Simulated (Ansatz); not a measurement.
# TiB$_{2}$ (P6/mmm): bands, slopes and optics on a fine k mesh

Method: PBEsol, all-electron LAPW in Ansatz 0.2.0, scalar-relativistic.

The cell comes from a PAW relaxation under the same functional.

Launched as:

```sh
ansatz run input.yaml --threads 2 --pin off --max-ram 6144MiB --backend cpu --events-out ev --progress --plain --runs-dir out
```

input.yaml:

```yaml
crystal:
  lattice:
    - [3.01745486267, 0.0, 0.0]
    - [-1.50872743134, 2.61319256585, 0.0]
    - [0.0, 0.0, 3.18539992212]
  atoms:
    - { symbol: Ti, position: [0.0, 0.0, 0.0] }
    - { symbol: B, position: [0.333333333333, 0.666666666667, 0.5] }
    - { symbol: B, position: [0.666666666667, 0.333333333333, 0.5] }
kpoints:
  mp_grid: { grid: [12, 12, 10] }
scf:
  occupations: { method: fermi_dirac, width: 0.05 }
hamiltonian:
  xc: pbesol
  pseudopotentials: { kind: all_electron, lapw: { basis_error: 0.001 } }
output:
  forces: true
  stress: true
  eigenvalues: true
  eigenstates:
    nscf_kmesh: { grid: [16, 16, 14] }
    de_dk: true
    e_range: [-14, 14]
  optics:
    e_range: [0, 30]
    de: 0.2
    sigma: 0.25
    bands: { spectra_wanted_up_to: 30 }
    nscf_kmesh: { grid: [16, 16, 14] }
    drude_damping: 0.2
checkpoint:
  write: ck
  write_wavefunctions: false
```

Output (shortened where marked):

```
Warning: RAYON_NUM_THREADS=2 ignored (pool sized by the plan → 2); use --threads N
LAPW: plane waves up to 9.072 Å⁻¹, error target 1.0e-3 eV per atom; small_component_spin mean_spin; B in spheres of 0.871 Å, 5 of its electrons in bands, Dirac shells []; Ti in spheres of 1.235 Å, 18 of its electrons in bands, ...
Engine: ansatz 0.2.0, aarch64-unknown-linux-gnu
Pseudopotentials: kind: all_electron
Pseudopotential: Ti, LAPW, valence charge 18, lapw/all_electron/scalar/gaussian/Ti, Koelling and Harmon's equation, gaussian nucleus
Pseudopotential: B, LAPW, valence charge 5, lapw/all_electron/scalar/gaussian/B, Koelling and Harmon's equation, gaussian nucleus
Functional definition: PBEsol
  exchange = pbesol_x
  correlation = pbesol_c
Crystal: 3 atoms, lattice volume = 25.117 Å³
Basis set: ecut = 313.5416425080166 eV, 327 PW (Γ), exchange–correlation at level 2
Bands: 18, of which v1, the nominal top of the filled ones, is band 14 counted from 1 (13 counted from 0)
Symmetry: 24 space group operations
Space group: P6/mmm (ITA 191), of the structure as read, at distance tolerance 2.9e-5 Å
k-points: 114 of 1440
Non-local potential: Ti, projectors of the file, none
[... 26 lines left out ...]
E sigma→0 (E₀):  -24556.862165 eV
Entropy (-TS):   -0.003567 eV (-1.189 meV/atom)
Fermi energy:    15.903975 eV
--- Per-component energies (eV) ---
  E_band       = -3235.477467
  E_kinetic    = 24770.201332
  E_xc         = -1340.398030
  E_electrostatic = -47986.663683  (all electrons and nuclei)
  E_smearing   = -0.003567  (= −TS)
  E_closure    = 0.000000  (closes the sum)
  Σ components = -24556.863948   (vs F -24556.863948, Δ=0.00e0)
  Basis errors (estimates in eV, not in F): energy 3.9e-4 per atom: plane waves 3.5e-4 (1.9e-4 summed), levels above the bands 2.0e-43, relativity 6.2e-9, radial functions 3.5e-5, core shells 1.8e-7; eigenvalues (radial functions ...
--- Forces (eV/Å), atoms counted from 1 ---
  atom   1  Ti     0.00000000     0.00000000     0.00000000
  atom   2  B     -0.00000000     0.00000000     0.00000000
  atom   3  B      0.00000000    -0.00000000     0.00000000
  max |Σ_I F_I| component: 1.85e-17 eV/Å
--- Stress (GPa, compression-positive) ---
       -0.082822       0.000000       0.000000
        0.000000      -0.082822       0.000000
        0.000000       0.000000      -0.035750
  P = ⅓ Tr σ = -0.0671 GPa (-0.671 kbar)
--- Fermi surface from the table of eigenstates, both spin states counted (twice the sheets' area in a run without spin) ---
  How far the three rows differ hints at the mesh's error and does not bound it.
  reading                E - E_F (eV)   area (Å⁻²)  resistivity times mean free path along x, y, z (Ω·m²), under one mean free path over the surface
  by tetrahedra                0.0528        7.999  3.8796e-15  3.8796e-15  3.7116e-15
  by the states' slopes        0.0016       13.546  2.1604e-15  2.1604e-15  2.4783e-15
  on every second point        0.0917        2.260  1.2619e-14  1.2619e-14  1.5814e-14
```

Self-consistency was reached.

Head of optics.tsv:

```
# E[eV]	eps2_interband_xx	eps2_interband_yy	eps2_interband_zz	eps2_interband_xy	eps2_interband_xz	eps2_interband_yz	eps1_interband_xx	eps1_interband_yy	eps1_interband_zz	
# format = ansatz-optics/6
# intraband_term = drude
# n_periodic_directions = 3
# eps1_interband_at_0(xx yy zz xy xz yz) = 112.868789 112.868789 75.841631 -0.000000 0.000000 0.000000
# k_sum = mesh_points (the levels between the k-points could not be solved for (on LAPW and under a meta-GGA on two components they never are), or show one that a k-point
# f_sum_interband_n_eff(xx yy zz) = 16.268475 16.268475 16.226217
# fermi_ev = 15.902947
# fermi_mp_grid = 16 16 14
# fermi_mp_shift = 0 0 0
# occupation_method = fermi_dirac
# smearing_width_ev = 5e-2
# intraband_participation_number = 179.881237 of 3584 mesh points
# intraband_mesh_spread = 1.550280
# drude_damping_ev = 2e-1
# drude_plasma_energy_squared_ev2(xx yy zz xy xz yz) = 5.338767 5.338767 4.735007 -0.000000 0.000000 0.000000
# drude_plasma_energy_ev(xx yy zz) = 2.310577 2.310577 2.176007
# intraband_mesh_error_estimate(xx yy zz lowest highest) = -0.593646 -0.593646 -0.580750 -0.593646 -0.580750
# f_sum_intraband_n_eff(xx yy zz) = 0.097253 0.097253 0.086255
# unresolved_interband_energy_squared_ev2(xx yy zz xy xz yz) = 0.000000 0.000000 0.000000 -0.000000 0.000000 0.000000
# f_sum_unresolved_interband_n_eff(xx yy zz) = 0.000000 0.000000 0.000000
# f_sum_n_eff(xx yy zz) = 16.365728 16.365728 16.312471 of n_electrons = 28.000000
# loss_f_sum_n_eff(xx yy zz) = 16.365703 16.365703 16.312449
# perfect_screening_sum(xx yy zz) = 1.000000 1.000000 1.000000
# perfect_screening_sum_on_rows(xx yy zz) = 1.000329 1.000329 1.001550
# perfect_screening_limit(xx yy zz) = 1.000000 1.000000 1.000000
# n_bands = 43
# n_bands_set_by = photon_energy
# valid_up_to_ev = 44.731421
# evaluated_top_ev = 490.400000
```

**Dielectric function**

Independent-particle optical response of a crystal from Kohn-Sham bands on the fine mesh with a Drude term, no local fields or excitons; Cartesian axes as in the input.

```json
{
 "Fine mesh": "16, 16, 14",
 "Line width": "0.25 eV",
 "Drude damping": "0.2 eV",
 "Further gaussian width": "0.3 eV"
}
```

```tsv
photon energy (eV)	dielectric real xx	dielectric imag xx	dielectric real zz	dielectric imag zz
0.6	13.11	49.55	19.71	37.12
1.2	8.4	37.1	18.94	31.93
1.8	1.691	27.04	5.623	30.32
2.4	-1.028	17.86	2.19	19.08
3	0.485	14.15	2.017	16.62
3.6	-0.039	11.91	1.411	13.34
4.2	-0.236	9.762	2.226	12.11
4.8	0.111	7.664	0.595	12.84
5.4	1.826	6.855	-1.193	10.42
6	1.685	8.068	-1.171	8.626
6.6	0.858	6.926	-0.635	7.261
7.2	1.498	6.741	0.673	6.89
7.8	1.452	7.653	0.909	9.354
8.4	-0.355	7.838	-3.323	10.06
9	-1.127	6.219	-5.406	5.744
9.6	-0.559	5.724	-3.737	3.35
10.2	-0.96	5.742	-2.35	2.479
10.8	-1.133	5.334	-0.828	2.676
11.4	-1.289	5.279	-0.891	3.539
12	-2.2	5.358	-1.376	3.708
12.6	-3.139	4.168	-1.809	3.221
13.2	-2.896	2.909	-2.235	2.834
13.8	-2.517	2.364	-2.012	1.831
14.4	-2.196	1.875	-1.69	1.627
15	-1.986	1.658	-1.387	1.246
15.6	-1.809	1.229	-1.127	1.218
16.2	-1.384	0.981	-1.074	1.097
16.8	-1.217	0.996	-0.945	0.868
17.4	-1.133	0.73	-0.708	0.636
18	-0.8	0.601	-0.396	0.713
18.6	-0.636	0.633	-0.377	0.721
19.2	-0.606	0.579	-0.308	0.707
19.8	-0.443	0.42	-0.243	0.628
20.4	-0.255	0.467	-0.185	0.626
21	-0.277	0.445	-0.184	0.555
21.6	-0.133	0.337	-0.105	0.448
22.2	-0.053	0.367	-0.021	0.399
22.8	-0.009	0.317	0.055	0.341
23.4	0.073	0.254	0.15	0.31
24	0.184	0.241	0.219	0.28
24.6	0.239	0.25	0.311	0.27
25.2	0.291	0.219	0.363	0.288
25.8	0.381	0.215	0.397	0.268
26.4	0.412	0.248	0.447	0.249
27	0.436	0.196	0.499	0.233
27.6	0.52	0.193	0.556	0.235
28.2	0.539	0.194	0.569	0.204
28.8	0.599	0.146	0.664	0.159
29.4	0.673	0.148	0.75	0.178
30	0.699	0.14	0.786	0.193
```

**Optical peaks**

A zero of eps1 gives a sharp plasmon only where eps2 is small.

```
Fine mesh                         : 16, 16, 14
Window top                        : 30 eV
Line width                        : 0.25 eV
Drude damping                     : 0.2 eV
Further gaussian width            : 0.3 eV
ε₁ rises through zero at x        : 0.43, 2.69, 4.71, 22.89 eV
ε₂ there x                        : 63, 15.37, 7.98, 0.31
ε₁ rises through zero at z        : 0.35, 6.94, 22.38 eV
ε₂ there z                        : 68.49, 6.87, 0.38
Plasma energy (x, y, z)           : 3.33, 3.33, 2.96 eV
Reflectivity at 1 eV, x-polarised : 0.6133
Reflectivity at 2 eV, x-polarised : 0.567
Reflectivity at 3 eV, x-polarised : 0.4739
```

### Optical constants

Normal incidence from vacuum, light polarised along x.

| Property | Result |
| --- | --- |
| Fine mesh | 16, 16, 14 |
| Line width | 0.25 eV |
| Drude damping | 0.2 eV |
| Further gaussian width | 0.3 eV |

| photon energy (eV) | refractive index | extinction | reflectivity | loss function | absorption (×10⁵ cm⁻¹) |
| --- | --- | --- | --- | --- | --- |
| 1.8 | 3.794 | 3.564 | 0.5747 | 0.0368 | 6.502 |
| 3.6 | 2.436 | 2.445 | 0.452 | 0.084 | 8.919 |
| 5.4 | 2.112 | 1.623 | 0.3142 | 0.1362 | 8.883 |
| 7.2 | 2.05 | 1.644 | 0.317 | 0.1414 | 12 |
| 9 | 1.611 | 1.93 | 0.3886 | 0.1557 | 17.6 |
| 10.8 | 1.47 | 1.815 | 0.3741 | 0.1794 | 19.86 |
| 12.6 | 1.019 | 2.044 | 0.5061 | 0.1531 | 26.1 |
| 14.4 | 0.588 | 1.594 | 0.5354 | 0.2249 | 23.27 |
| 16.2 | 0.395 | 1.241 | 0.5467 | 0.3408 | 20.38 |
| 18 | 0.316 | 0.949 | 0.5193 | 0.5999 | 17.31 |
| 19.8 | 0.289 | 0.726 | 0.4715 | 1.128 | 14.56 |
| 21.6 | 0.339 | 0.498 | 0.3355 | 2.567 | 10.89 |
| 23.4 | 0.411 | 0.309 | 0.2126 | 3.638 | 7.34 |
| 25.2 | 0.573 | 0.192 | 0.0873 | 1.65 | 4.893 |
| 27 | 0.676 | 0.145 | 0.0444 | 0.855 | 3.957 |
| 28.8 | 0.779 | 0.094 | 0.0181 | 0.3855 | 2.742 |

Keep in mind: these sums move with the mesh, by several per cent and more for small sheets; Fermi surface not resolved by the mesh; spectra summed at the mesh points alone; Drude weight from the Fermi-surface sum.

It took 110 s on 2 threads of Arm Neoverse N1 (shared host), peak memory 0.53 GiB.
